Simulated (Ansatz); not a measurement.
Relaxed-ion elastic tensor of MoS$_{2}$ in space group P6_3/mmc (No. 194; Mo on 2c, S on 4f) in GPa (Voigt order), DFT-r²SCAN+D4 in the program Ansatz with PAW potentials; density 4.88 g/cm³, 18.16 Å³ per atom.

```
 230  60.4   8.9   0.0   0.0   0.0
60.4   230   8.9   0.0   0.0   0.0
 8.9   8.9  44.1   0.0   0.0   0.0
 0.0   0.0   0.0  14.0   0.0   0.0
 0.0   0.0   0.0   0.0  14.0   0.0
 0.0   0.0   0.0   0.0   0.0  84.8
```

Problem. Is the crystal mechanically stable?

Solution. Yes: the smallest eigenvalue of C is 14.0 GPa.

Problem. Work out the Voigt, Reuss and Hill averages.

Solution. K_V = 73.4, K_R = 36.9, K_H = 55.1; G_V = 51.0, G_R = 24.9, G_H = 37.9 GPa.

Problem. Give Young's modulus, Poisson's ratio, Pugh's ratio and the universal anisotropy index.

Solution. E = 9KG/(3K + G) = 92.6 GPa; ν = 0.22; K/G = 1.45 (brittle by the Pugh limit of 1.75); A_U = 5G_V/G_R + K_V/K_R − 6 = 6.23.

Problem. Estimate the sound speeds and the Debye temperature.

Solution. v_l = √((K + 4G/3)/ρ) = 4650 m/s, v_t = √(G/ρ) = 2790 m/s, mean 3080 m/s; Θ = (h/k)(3n/4πV)^(1/3) v_m = 349 K.

Problem. Solve the Christoffel equation for the three sound speeds along x, y, z.

Solution. Eigenvalues of C_ijkl n_j n_l equal ρv². In km/s, slowest first: x 1.70, 4.17, 6.87; y 1.70, 4.17, 6.87; z 1.70, 1.70, 3.01.

Problem. How much does each axis shrink under pressure?

Solution. Linear compressibilities β_i = Σ_j S_ij (j = 1 to 3): x 2.8, y 2.8, z 22 per TPa.

The r²SCAN+D4 relaxation kept the symmetry of its start; phonons on a q-mesh show no instability. The run is not spin-polarised.

Potentials: the later of the program's two PAW sets.
